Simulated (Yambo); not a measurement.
Yambo run on KIO$_{3}$ (space group R3m, No. 160). The wavefunctions are norm-conserving LDA (Quantum ESPRESSO, 84 Ry, without SOC) ones on a 4×4×4 mesh (17 occupied bands); a = b = c = 4.438 Å, α = β = γ = 88.67°.

Yambo input:

```
rim_cut
gw0
dyson
el_el_corr
HF_and_locXC
cohsex
em1s
RandQpts= 1000000
RandGvec= 1 Ry
EXXRLvcs= 84 Ry
VXCRLvcs= 336 Ry
Chimod= "HARTREE"
% BndsRnXs
 1 | 126 |
%
NGsBlkXs= 7 Ry
% LongDrXs
 1.0 | 1.0 | 1.0 |
%
ExtendOut
% QPkrange
 13 | 13 | 17 | 18 |
%
```

k points by index: 13 = Z.

Table of the .qp output:

```
#    K-point    Band    Eo [eV]    E [eV]    E-Eo [eV]    Vxc [eV]    Vnlxc [eV]    Sc|Eo [eV]    Re(Z)    Im(Z)
#
    13    17    0.000000    -2.492838    -2.492838    -16.81783    -19.98581    0.675149    1.000000    0.000000
    13    18    2.449915    2.204292    -0.245624    -13.72256    -10.03062    -3.937561    1.000000    0.000000
```
(The two width columns are left out.) Convergence of these settings isn't established.

Geometry of the Materials Project entry, not relaxed at this level.
